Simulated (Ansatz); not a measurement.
# Moving the pressure in Ta3AsAu2O13

The cell as given:

```
CELL_PARAMETERS angstrom
5.72385 -0.00745 -0.00403
1.30279 6.25499 0.00561
0.27574 1.30074 8.36754
ATOMIC_POSITIONS crystal
Ta 0.21713 0.30521 0.58431
Ta 0.03325 0.11123 0.99855
Ta 0.58248 0.62145 0.50482
As 0.58707 0.89691 0.83049
Au 0.58004 0.09228 0.18613
Au 0.04485 0.82077 0.44682
O 0.66201 0.69726 0.71088
O 0.51632 0.13418 0.69625
O 0.85098 0.88773 0.91932
O 0.34466 0.87003 0.94651
O 0.73015 0.29240 0.03095
O 0.24622 0.21809 0.11075
O 0.12900 0.09398 0.49104
O 0.48032 0.38887 0.43499
O 0.05966 0.26685 0.78594
O 0.93330 0.53240 0.45645
O 0.49975 0.85161 0.34971
O 0.25256 0.62988 0.62473
O 0.91878 0.95175 0.22636
```

The cell comes from a database or a generator and needn't be the stable form of this composition.

Kept alike: task relaxation of cell and atoms; functional PBE; k mesh 4 × 3 × 3; occupations fermi-dirac, width 0.05 eV; no spin polarisation. Program: Ansatz, Ansatz PAW, cutoff 420 eV. The mesh is that of the run's cell of 19 atoms. No spin-orbit coupling.

| pressure, P (GPa) | volume (Å³/atom) | first edge of the run's cell (Å) | third edge of the run's cell (Å) |
| --- | --- | --- | --- |
| 2 | 15.185 | 5.687 | 8.347 |
| 5 | 14.460 | 5.631 | 8.217 |

Runs of this series that gave no sound value for these columns are left out. The runs follow the start's structure, whether or not it is the stable one at these pressures. Ansatz's relaxations hold a Pulay term in the stress (up to 0.6 GPa here). P is the pressure aimed at, which the runs meet within some hundredths to tenths of a GPa.

Q: What does the pressure change here?

A: The volume falls from 15.185 to 14.460 Å³/atom between 2 and 5 GPa. The first edge of the run's cell falls from 5.687 to 5.631 Å between 2 and 5 GPa. The third edge of the run's cell falls from 8.347 to 8.217 Å between 2 and 5 GPa.
